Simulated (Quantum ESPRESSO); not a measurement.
SnNbPt2Hf2RuAl, different elements on one site, starting from this cell

A calculation, not a measurement. The program is pw.x of Quantum ESPRESSO 7.5 (plane-wave density functional theory). The cell is made up: eight metal atoms on a hexagonal close-packed lattice, with elements, volume, strain and displacements drawn at random and not relaxed, so it may be unstable or far from any real phase. PseudoDojo standard norm-conserving files set the functional (PBE unless stated); there is no spin polarisation or spin-orbit coupling, the Fermi-Dirac width of 0.25 eV means electrons at about 2900 K, and the masses in the input are unused placeholders. The tin pseudopotential is less sure than most, with forces differing by about three percent from a second method on plain tin. Heavy elements are run without spin-orbit coupling, which real alloys of them have. A spin test at this wide smearing found no moment, but such smearing suppresses magnetism that the real alloy may have.

The runs put different elements on site 2. Cell, positions, cutoff, mesh and smearing stay as in the input of run 1; sites are counted in its order. Stress in the tables is positive in tension.

Input of run 1:

```
&control calculation='scf', pseudo_dir='./dojo.nc.sr.pbe.v0_5.standard.upf', outdir='./o', disk_io='medium', tprnfor=.true., tstress=.true. /
&system ibrav=0, nat=8, ntyp=6, nbnd=69, ecutwfc=87.97787729, nosym=.true., tot_charge=0,
 occupations='smearing', smearing='fd', degauss=0.0183746611
/
&electrons conv_thr=1.470e-08, electron_maxstep=70, mixing_beta=0.5 /
ATOMIC_SPECIES
Al 1.0 Al.upf
Hf 1.0 Hf.upf
Nb 1.0 Nb.upf
Pt 1.0 Pt.upf
Ru 1.0 Ru.upf
Sn 1.0 Sn.upf
CELL_PARAMETERS angstrom
-0.0108 5.2127 0.0757
2.8758 0.0641 4.7353
2.9476 -0.0766 -4.78
ATOMIC_POSITIONS angstrom
Sn -0.0508 0.0035 0.0123
Nb 2.8577 0.0023 -0.0357
Pt 2.9759 1.6451 -2.3736
Hf 2.9215 1.5561 2.4368
Hf 1.3313 2.5824 0.1213
Ru 4.2 2.6875 0.0912
Al 1.5081 4.412 -2.5112
Pt 1.4414 4.3588 2.5517
K_POINTS automatic
5 5 5 1 1 1
```

| run | elements on sites 1 to 8 | -TS (eV) | pressure (GPa) | stress xx (GPa) | stress yy (GPa) | stress zz (GPa) | stress yz (GPa) | stress xz (GPa) | stress xy (GPa) | iterations |
| --- | --- | --- | --- | --- | --- | --- | --- | --- | --- | --- |
| 1 | Sn Nb Pt Hf Hf Ru Al Pt | -1.331 | -0.23 | 4.77 | 1.93 | -6.01 | 3.26 | -0.39 | -0.04 | 16 |
| 2 | Sn Sn Pt Hf Hf Ru Al Pt | -1.185 | 5.58 | -5.72 | 0.08 | -11.08 | 3.56 | -1.67 | 1.52 | 14 |
| 3 | Sn Mg Pt Hf Hf Ru Al Pt | -1.149 | 0.78 | 3.31 | 0.72 | -6.38 | 2.76 | -2.86 | 1.80 | 14 |
| 4 | Sn Ir Pt Hf Hf Ru Al Pt | -1.216 | -6.12 | 11.02 | 6.94 | 0.41 | 3.88 | -0.48 | 1.07 | 16 |
| 5 | Sn Rh Pt Hf Hf Ru Al Pt | -1.250 | -5.79 | 11.71 | 5.91 | -0.24 | 3.92 | -0.78 | 1.25 | 14 |

Forces Fx Fy Fz (eV/Å):

| site | run 1 | run 2 | run 3 | run 4 | run 5 |
| --- | --- | --- | --- | --- | --- |
| 1 | 0.01 -0.50 0.95 | -0.04 -0.48 0.89 | -0.13 -0.57 0.97 | -0.27 -0.27 0.89 | -0.31 -0.32 0.89 |
| 2 | 0.23 -0.25 -0.77 | 0.09 -0.27 -0.87 | 0.30 -0.16 -0.91 | -0.37 -0.14 0.48 | -0.35 -0.16 0.40 |
| 3 | -0.87 0.49 0.78 | -0.82 0.37 0.20 | -0.82 0.25 0.48 | -0.93 0.03 0.68 | -0.87 0.10 0.60 |
| 4 | -0.45 1.93 -1.11 | -0.59 2.32 -0.75 | -0.47 2.27 -0.63 | -0.79 1.81 -1.97 | -0.76 1.85 -1.80 |
| 5 | 0.53 1.07 -0.10 | 0.24 1.05 0.05 | 0.41 0.99 0.01 | 1.29 0.92 0.15 | 1.22 0.92 0.16 |
| 6 | -0.01 -0.16 -0.21 | 0.38 0.16 0.19 | -0.14 -0.13 0.09 | 0.51 -0.08 -0.07 | 0.49 -0.08 -0.09 |
| 7 | 0.57 -1.90 0.90 | 0.72 -2.30 0.83 | 0.69 -2.14 0.69 | 0.40 -1.81 0.42 | 0.42 -1.83 0.42 |
| 8 | -0.01 -0.68 -0.44 | 0.03 -0.84 -0.53 | 0.16 -0.51 -0.71 | 0.16 -0.46 -0.59 | 0.16 -0.49 -0.59 |

Energies are left out, as each element's file has its own zero. A rerun of one cell of this series at a higher cutoff and on a denser mesh moved values by no more than 0.003 eV in energy, 0.03 GPa in stress and 0.003 eV/Å in force, and a second program with other atomic files agreed on that cell to 2 % rms in force and 0.5 GPa in pressure.